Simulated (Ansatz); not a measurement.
This run works on a proposed trial structure, not on a known crystal.

Input and command of a plane-wave DFT calculation in Ansatz:

```yaml
crystal:
  lattice:
    - [2.8962086598, -1.6704010984, -0.0073992507]
    - [2.8962086598, 1.6704010984, -0.0073992507]
    - [-1.9186017166, 0.0, 13.8316085212]
  atoms:
    - { symbol: Zn, position: [0.6334940705, 0.6334940705, 0.9503803591] }
    - { symbol: Zn, position: [0.0337292062, 0.0337292062, 0.1508097057] }
    - { symbol: Zn, position: [0.2513299714, 0.2513299714, 0.7988309869] }
    - { symbol: Zn, position: [0.8717223915, 0.8717223915, 0.6592469864] }
    - { symbol: Zn, position: [0.7442057354, 0.7442057354, 0.27938705] }
    - { symbol: Bi, position: [0.4671983793, 0.4671983793, 0.4634879567] }
    - { symbol: O, position: [0.9866214947, 0.9866214947, 0.0098569554] }
basis:
  ecutwfc: 420
kpoints:
  mp_grid: { grid: [10, 10, 4] }
hamiltonian:
  xc: pbe
scf:
  occupations: { method: gaussian, width: 0.1 }
output:
  forces: true
  stress: true
  eigenvalues: true
relax:
  adjacent_minimum: "off"
  f_tol: 0.01
  max_steps: 30
  cell: { stress_tol: 0.1, fix: [volume] }
```

```bash
ansatz run input.yaml --threads 1 --pin off --max-ram 2560MiB --backend cpu --events-out ev --progress --plain --runs-dir out
```

Processor: Intel(R) Xeon(R) 6975P-C (Granite Rapids), 1 thread, on a host shared with other jobs.

Problem. How long does it run, and how much memory does it take?

Solution. About 3.2 min, peak memory 0.89 GiB. It solves 49 bands at 117 k points (after reduction by symmetry) with about 2663 plane waves, in 43 SCF iterations over 5 ionic steps.
